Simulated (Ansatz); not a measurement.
Al$_{2}$W:
Space group Fddd, origin choice 1 (No. 70); a = 4.928 Å, b = 8.288 Å, c = 8.901 Å, α = β = γ = 90.00°

```json
[
 {"atom": "Al", "site": "16f", "symmetry": ".2.", "x": "0.0000", "y": "0.1667", "z": "0.0000"},
 {"atom": "W", "site": "8b", "symmetry": "222", "x": "0.5000", "y": "0.5000", "z": "0.5000"}
]
```
(The calculation used a cell of 6 atoms; values per cell refer to that cell.)

Relaxed with r²SCAN.

Question: Which orbitals make up the states near the Fermi level in DFT-r²SCAN in the program Ansatz with PAW potentials?

Answer: Within 0.5 eV of the Fermi level: W 5d 61 %, Al 3p 31 %. Projections are on Löwdin-orthogonalised atomic valence shells; empty p or d shells of many metals are not among them.

Question: Tabulate the density of states.

Answer: States/eV per cell of 6 atoms, in 0.25 eV bins, energy from the Fermi level.

| E (eV) | total | W 5d | Al 3p | Al 3s |
|---|---|---|---|---|
| -7.85 | 1.05 | 0.07 | 0.48 | 0.36 |
| -7.60 | 1.11 | 0.10 | 0.51 | 0.35 |
| -7.35 | 1.34 | 0.14 | 0.63 | 0.40 |
| -7.10 | 1.31 | 0.17 | 0.62 | 0.38 |
| -6.85 | 1.37 | 0.20 | 0.65 | 0.36 |
| -6.60 | 1.34 | 0.22 | 0.62 | 0.35 |
| -6.35 | 1.38 | 0.26 | 0.62 | 0.36 |
| -6.10 | 1.75 | 0.36 | 0.76 | 0.48 |
| -5.85 | 2.21 | 0.56 | 0.89 | 0.62 |
| -5.60 | 1.83 | 0.52 | 0.73 | 0.46 |
| -5.35 | 1.65 | 0.48 | 0.66 | 0.37 |
| -5.10 | 1.53 | 0.42 | 0.67 | 0.29 |
| -4.85 | 1.82 | 0.52 | 0.81 | 0.29 |
| -4.60 | 2.23 | 0.74 | 0.88 | 0.38 |
| -4.35 | 2.18 | 0.78 | 0.87 | 0.33 |
| -4.10 | 1.69 | 0.64 | 0.65 | 0.25 |
| -3.85 | 1.46 | 0.55 | 0.58 | 0.20 |
| -3.60 | 2.93 | 1.07 | 1.20 | 0.42 |
| -3.35 | 3.26 | 1.28 | 1.36 | 0.37 |
| -3.10 | 2.43 | 1.07 | 0.91 | 0.27 |
| -2.85 | 2.43 | 1.20 | 0.84 | 0.23 |
| -2.60 | 3.67 | 2.05 | 1.08 | 0.31 |
| -2.35 | 3.65 | 2.18 | 1.01 | 0.28 |
| -2.10 | 3.42 | 2.04 | 1.02 | 0.24 |
| -1.85 | 4.30 | 2.65 | 1.32 | 0.17 |
| -1.60 | 4.22 | 2.70 | 1.20 | 0.19 |
| -1.35 | 6.32 | 4.12 | 1.76 | 0.26 |
| -1.10 | 5.68 | 3.36 | 1.81 | 0.33 |
| -0.85 | 6.25 | 3.69 | 2.13 | 0.24 |
| -0.60 | 6.00 | 3.56 | 2.01 | 0.24 |
| -0.35 | 4.81 | 2.89 | 1.55 | 0.21 |
| -0.10 | 2.89 | 1.70 | 0.96 | 0.12 |
| 0.15 | 1.59 | 1.01 | 0.45 | 0.07 |
| 0.40 | 1.32 | 0.91 | 0.31 | 0.06 |
| 0.65 | 2.88 | 2.22 | 0.49 | 0.07 |
| 0.90 | 3.91 | 3.14 | 0.54 | 0.07 |
| 1.15 | 5.23 | 4.42 | 0.51 | 0.08 |
| 1.40 | 0.76 | 0.65 | 0.06 | 0.01 |
| 1.65 | 0.00 | 0.00 | 0.00 | 0.00 |
| 1.90 | 0.00 | 0.00 | 0.00 | 0.00 |
| 2.15 | 0.01 | 0.00 | 0.00 | 0.00 |
| 2.40 | 0.21 | 0.06 | 0.07 | 0.02 |
| 2.65 | 1.28 | 0.60 | 0.33 | 0.09 |
| 2.90 | 3.27 | 1.90 | 0.84 | 0.17 |
| 3.15 | 3.38 | 1.91 | 0.91 | 0.17 |
| 3.40 | 2.82 | 1.46 | 0.78 | 0.13 |
| 3.65 | 2.68 | 1.29 | 0.80 | 0.13 |
| 3.90 | 3.10 | 1.40 | 0.91 | 0.22 |
| 4.15 | 3.41 | 1.41 | 0.95 | 0.46 |
| 4.40 | 3.89 | 1.38 | 1.07 | 0.79 |
| 4.65 | 4.34 | 1.27 | 1.18 | 1.04 |

The start of the workflow was typed in or built on a structure type; neither database checked (COD, Materials Project) lists it. Its standing as an ambient phase is unchecked. The r²SCAN relaxation kept the symmetry of its start; its stability against distortions is not shown here. No spin polarisation was allowed. Axis ratios of metals converge slowly with the k-mesh, so a and c are less sure than the volume. Scalar-relativistic: spin–orbit coupling is off unless named, which matters more the heavier the elements.

Potentials: the earlier of the program's two PAW sets. The files were generated under PBE; for other functionals the program regenerates the frozen cores, and for LDA and PBEsol the local potential too.
